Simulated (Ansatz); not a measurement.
## TlPt: a fit and a missing row

TlPt, P6/mmm, a = 6.261 Å, c = 4.063 Å. The structure is a Materials Project entry; whether it is the stable form wasn't checked. Ansatz: PBEsol, PAW, 420 eV, Γ-centred 6×6×10 mesh on 6 atoms, Gaussian smearing 0.10 eV; no spin polarisation. Shape and atoms are relaxed at each volume; pressure is positive in compression.

```tsv
V (Å³/atom)	P (GPa)
20.232	14.14
20.921	9.22
21.611	5.41
22.301	2.40
22.990	-0.01
23.680	-1.93
24.370	?
25.289	-4.23
```

**Question.** Take V0 = 22.990 Å³/atom, count pressures from its P0 = -0.01 GPa, fit the third-order Birch–Murnaghan form to the other rows, and predict the missing pressure.

**Answer.** With the Eulerian strain f = ½[(V0/V)^(2/3) − 1] and y = (P − P0)/[3f(1 + 2f)^(5/2)], the form is the line y = B0 + 1.5 B0 (B0′ − 4) f. Rows (f, y): 0.04447, 85.7; 0.03244, 81.0; 0.02105, 77.4; 0.01025, 74.5; -0.00976, 68.9; -0.03078, 53.6. Means f = 0.01128, y = 73.517; Σ(Δf)² = 0.003858, ΣΔfΔy = 1.534; the slope is their ratio. y = 69.03 + 397.8 f GPa, so B0 = 69.0 GPa and B0′ = 4 + 2 × (397.8)/(3 × 69.03) = 7.84. At V = 24.370, f = -0.01906, y = 61.45 and P = -3.20 GPa. The run gave -3.11 GPa, so the fit is 0.09 GPa too low, within the rms miss on the fitted rows (0.14 GPa).

Spin–orbit coupling is left out, which can shift energies with elements as heavy as these.